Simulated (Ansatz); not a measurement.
Relaxed candidate structures of Be:

**A**
```xyz
8
Lattice="4.0084 0.0000 0.0000 0.0000 4.0084 0.0000 0.0000 0.0000 4.0084" Properties=species:S:1:pos:R:3 pbc="T T T"
Be     1.0021     0.0000     2.0042
Be     3.0063     0.0000     2.0042
Be     0.0000     2.0042     1.0021
Be     0.0000     2.0042     3.0063
Be     2.0042     1.0021     0.0000
Be     2.0042     3.0063     0.0000
Be     0.0000     0.0000     0.0000
Be     2.0042     2.0042     2.0042
```

**B**
```
CELL_PARAMETERS angstrom
      2.17203     0.00000     0.00000
      0.00000     2.17203     0.00000
      0.00000     0.00000     2.17203
ATOMIC_POSITIONS crystal
  Be 0.00000 0.00000 0.00000
```

**C**
```
Be
1.0
    1.12220     0.64790    10.83717
   -1.12220     0.64790    10.83717
    0.00000    -1.29580    10.83717
Be
6
Cartesian
  0.00000   0.00000  13.51562
  0.00000   0.00000  18.99589
  0.00000   0.00000   4.50515
  0.00000   0.00000  28.00636
  0.00000   0.00000  22.55759
  0.00000   0.00000   9.95392
```

**D**
```
CELL_PARAMETERS angstrom
      3.12391     0.00000     0.00000
     -1.56196     2.70539     0.00000
      0.00000     0.00000     2.33609
ATOMIC_POSITIONS crystal
  Be 0.66667 0.33333 0.25000
  Be 0.33333 0.66667 0.75000
```

**E**
```xyz
3
Lattice="4.2981 0.0000 0.0000 -2.1490 3.7222 0.0000 0.0000 0.0000 2.0077" Properties=species:S:1:pos:R:3 pbc="T T T"
Be     2.1490     0.0000     1.0039
Be     1.0745     1.8611     1.0039
Be    -1.0745     1.8611     1.0039
```

**F**
```xyz
1
Lattice="2.1462 0.0000 0.0000 -1.0731 1.8587 0.0000 0.0000 0.0000 2.4464" Properties=species:S:1:pos:R:3 pbc="T T T"
Be     0.0000     0.0000     1.2232
```

Question: Rank these by energy per atom (lowest first), as r2SCAN (plane waves to 500 eV, PAW, scalar-relativistic; Ansatz, a program for electronic structure) gives it.

Answer: C (reference), A (+0.06 eV/atom), D (+0.42 eV/atom), F (+0.50 eV/atom), E (+0.88 eV/atom), B (+1.01 eV/atom)

The lowest structure calculated, P6₃/mmc, hP2, hcp (Mg type), is not among these; it lies 0.05 eV/atom below the lowest of them. Probably no minimum, since a slightly shaken restart fell lower: Pm-3m, cP1, simple cubic type (by 0.97 eV/atom, to Fm-3m); P6/mmm, hP3 (by 0.94 eV/atom, to P6₃/mmc). 1 run with a doubtful electronic state, a coarser numerical grid, an end not at rest or a source that can't be used is left out. Each run could gain symmetry but not lose that of its start, so entries can be saddle points. All of these are generated cells (placed on structure types, drawn at random, substituted or restacked) that were not matched to a known phase here. Energies are at zero temperature and pressure, without zero-point motion. No spin polarisation in the result.
